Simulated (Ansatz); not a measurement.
Data:

Ta₃Ru:
```
Ta3Ru
1.0
    0.00000     3.19618     3.19618
    3.19618     0.00000     3.19618
    3.19618     3.19618     0.00000
Ta Ru
3 1
Direct
  0.25000   0.25000   0.25000
  0.75000   0.75000   0.75000
  0.50000   0.50000   0.50000
  0.00000   0.00000   0.00000
```

This is the PBEsol-relaxed structure.

Problem. All from PBEsol in the plane-wave PAW code Ansatz, unless another level is named. Predict the density of states at the Fermi level.

Solution. 0.52 states/eV per atom (mean over ±0.08 eV).

Problem. Predict the formation energy from the elements (no fitted shifts).

Solution. -0.22 eV/atom.

Space group Fm-3m. The first step of the workflow began from a Materials Project structure, measured or hypothetical; the Crystallography Open Database copy checked does not list it. With Ta and Ru taken as one species the cell has the higher symmetry Im-3m, so it may be an ordered model of a mixed-site phase. Whether it is the stable phase at ambient conditions was not checked. Symmetry was held in the PBEsol relaxation; whether a distortion lowers the energy is not shown. No spin polarisation was allowed. The references are the lowest solids computed at this level, not always the standard phases. Scalar-relativistic: spin–orbit coupling is off unless named, which matters more the heavier the elements.

Potentials: the later of the program's two PAW sets.
